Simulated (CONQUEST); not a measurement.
A self-consistent single point of CoSi (P2_12_12_1, 8 atoms in the cell; from Materials Project mp-7577, changed as shown).

```xyz
8
Lattice="4.4844 0.0000 0.0000 0.0000 4.3947 0.0000 0.0000 0.0000 4.4844" Properties=species:S:1:pos:R:3 pbc="T T T"
Co     3.8301     2.8385     1.5879
Co     2.8965     1.5562     3.8301
Co     1.5879     3.7535     2.8965
Co     0.6543     0.6412     0.6543
Si     0.7020     1.5094     2.9442
Si     1.5402     2.8853     0.7020
Si     2.9442     0.6879     1.5402
Si     3.7824     3.7067     3.7824
```

Computed with PBEsol, numerical atomic orbitals double-zeta with polarisation (the shipped basis), PseudoDojo norm-conserving potentials made for PBEsol run with CONQUEST.

CONQUEST settings:

- basis = DZP
- Diag.MPMeshX, Y, Z = 3 3 3
- potentials = PseudoDojo norm-conserving PBEsol
- Grid.GridCutoff = 140 Ha
- DM.SolutionMethod = diagon
- Diag.kT = 0.003675 Ha
- Diag.GammaCentred = true
- minE.SCTolerance = 1.0e-06
- SC.MaxIters = 100
- SC.LinearMixingFactor = 0.5
- SC.KerkerPreCondition = true
- SC.KerkerFactor = 0.5 1/bohr
- AtomMove.TypeOfRun = static

Results:

Number of valence electrons: 84
Number of bands: 128
Number of k-points after the program's reduction: 14
Size of the basis: 128
Number of SCF iterations: 14
FFT grid: 48 × 48 × 48
Free energy E − TS: -17098.9872 eV
Fermi level (on the code's own zero): -6.82 eV
Pressure: -5.39 GPa

Stress (GPa, positive for compression):
```
-6.94   0.00   0.00
 0.00  -2.36   0.00
 0.00   0.00  -6.88
```

For comparison: a first run was changed to give this one (lattice vector b scaled by 0.98), and from it to this one the free energy falls by 8.6 meV/atom and the pressure goes from -9.73 to -5.39 GPa.

The program uses no crystal symmetry, so grid and mesh can part values that symmetry would make equal. The atom-centred basis is finite, which shifts total energies and pressures against plane waves. The run has no spin polarisation, so moments on Co cannot form. The structure comes from a collection of computed structures, made at another level of theory; the collection holds predicted forms beside known ones. Its lattice was then scaled. No clean gap shows at this smearing width and mesh (spacing up to 0.48 Å⁻¹); the mesh is coarse for partly filled bands, so the values carry mesh errors.

Cost on one core: about 70 core-seconds (a rough figure).
